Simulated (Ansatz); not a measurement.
# Elastic constants of LaP (Fm-3m), step by step

```
CELL_PARAMETERS angstrom
0.00000 2.98895 2.98895
2.98895 0.00000 2.98895
2.98895 2.98895 0.00000
ATOMIC_POSITIONS crystal
La 0.00000 0.00000 0.00000
P 0.50000 0.50000 0.50000
```

Level of theory, where no other is named: PBEsol, all-electron LAPW in Ansatz 0.2.0, scalar-relativistic. k mesh 12×12×12, Fermi-Dirac smearing of 0.100 eV, basis error target 0.5 meV/atom. The cell was relaxed by PAW under this functional.

The cell is cubic and carries a residual pressure of 0.02 GPa at this level. Each strain component that symmetry leaves independent is applied at ±0.008, the ions relax wherever a strain frees them, and the stress (tension positive, GPa) is read. Shears are engineering strains, γ = 2ε.

```json
{"strain": "xx", "size": "-0.008", "σxx": "-1.5226", "σyy": "-0.2361", "σzz": "-0.2361", "σyz": "0.0000", "σxz": "0.0000", "σxy": "0.0000"}
{"strain": "xx", "size": "+0.008", "σxx": "1.3532", "σyy": "0.1921", "σzz": "0.1921", "σyz": "0.0000", "σxz": "0.0000", "σxy": "0.0000"}
{"strain": "yz", "size": "-0.008", "σxx": "-0.0176", "σyy": "-0.0189", "σzz": "-0.0189", "σyz": "-0.2579", "σxz": "0.0000", "σxy": "0.0000"}
{"strain": "yz", "size": "+0.008", "σxx": "-0.0176", "σyy": "-0.0189", "σzz": "-0.0189", "σyz": "0.2579", "σxz": "0.0000", "σxy": "0.0000"}
```

A central difference gives one constant, for example C11 ≈ (1.3532 − (-1.5226))/(0.016) = 179.7 GPa; the program then imposes the crystal's symmetry on the whole matrix.

What are the independent elastic constants?

C11 = 179.7, C12 = 26.8, C44 = 32.2 GPa.

Do they meet the Born conditions?

C11 − C12 = 153.0, C11 + 2C12 = 233.3 and C44 = 32.2 GPa must all be positive, so the crystal is elastically stable; that says nothing yet of its phonons.

What moduli does a random aggregate of grains have?

B = (C11 + 2C12)/3 = 77.8 GPa. G_V = (C11 − C12 + 3C44)/5 = 49.9 and G_R = 5(C11 − C12)C44/(4C44 + 3(C11 − C12)) = 41.9, so G_H = 45.9 GPa. Then E = 9BG/(3B + G) = 115.1 GPa, ν = (3B − 2G)/(6B + 2G) = 0.253 and B/G = 1.69, on the brittle side of Pugh's 1.75 (a rule of thumb).

With the density of 5.282 g/cm³, how fast does sound travel, and what Debye temperature follows?

```tsv
direction	slow (m/s)	middle (m/s)	fast (m/s)
[100]	2470	2470	5833
[110]	2470	3805	5065
[111]	3419	3419	4781
```

The mean of v⁻³ over directions and branches gives v_m = 3215 m/s and θ_D = (ħ/k_B) v_m (6π²n)^(1/3) = 320 K, n being atoms per volume. Young's modulus spans 85 to 173 GPa over directions, and the universal anisotropy index is 0.95.

How far do the constants move if PAW replaces LAPW in the same cell?

| constant | LAPW (GPa) | PAW (GPa) | difference |
| --- | --- | --- | --- |
| C11 | 179.7 | 179.5 | -0.2 |
| C12 | 26.8 | 26.8 | 0.0 |
| C44 | 32.2 | 32.2 | 0.0 |

What happens at 10 GPa (cell relaxed there)?

The volume falls to 0.9006 of its value, and C11 = 269.0, C12 = 37.0, C44 = 27.1 GPa (slopes of the stress), in this structure whether or not another phase takes over.

Known limits: responses of metals move with mesh and smearing; the frozen-core PAW files of the compared runs were fitted under PBE, their cores solved anew for this functional.
